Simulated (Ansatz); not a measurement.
A geometry of YN away from equilibrium: step 3 of the relaxation of a generated cell, YN built in the AFLOW prototype AB_hR6_160_b_b (B13, as in NiS). These are r2SCAN (plane waves to 500 eV, PAW, scalar-relativistic; Ansatz, a quantum-chemistry and plane-wave program) values and carry that method's errors. Γ-centred k-mesh 10×10×10 on the run's cell, Fermi–Dirac smearing 0.05 eV. The plane waves were selected for a different cell earlier on the path.

```yaml
crystal:
  lattice:
    - [4.98204, 2.87638, 1.06142]
    - [-4.98204, 2.87638, 1.06142]
    - [0.00000, -5.75276, 1.06142]
  atoms:
    - { symbol: Y, position: [0.01671, 0.01671, 0.70115] }
    - { symbol: Y, position: [0.01671, 0.70115, 0.01671] }
    - { symbol: Y, position: [0.70115, 0.01671, 0.01671] }
    - { symbol: N, position: [0.27832, 0.27832, 0.59557] }
    - { symbol: N, position: [0.27832, 0.59557, 0.27832] }
    - { symbol: N, position: [0.59557, 0.27832, 0.27832] }
```

What forces act on the atoms (eV/Å)?


```csv
atom,Fx,Fy,Fz
Y1,0.00,-0.05,-0.31
Y2,-0.04,0.02,-0.31
Y3,0.04,0.02,-0.31
N4,0.00,0.50,0.31
N5,0.43,-0.25,0.31
N6,-0.43,-0.25,0.31
```

The path ends in R3m (No. 160) (AFLOW prototype AB_hR6_160_b_b (B13, as in NiS)). No spin polarisation in the result.

The run could not lose the symmetry of its start: the end is stationary, and may be a saddle point rather than a minimum.

The end of the path is a generated cell of YN: the first start was made by placing the elements on the sites of a structure type, and the end was not matched to a known phase here, so it may be hypothetical. Known forms of YN include space group No. 225.
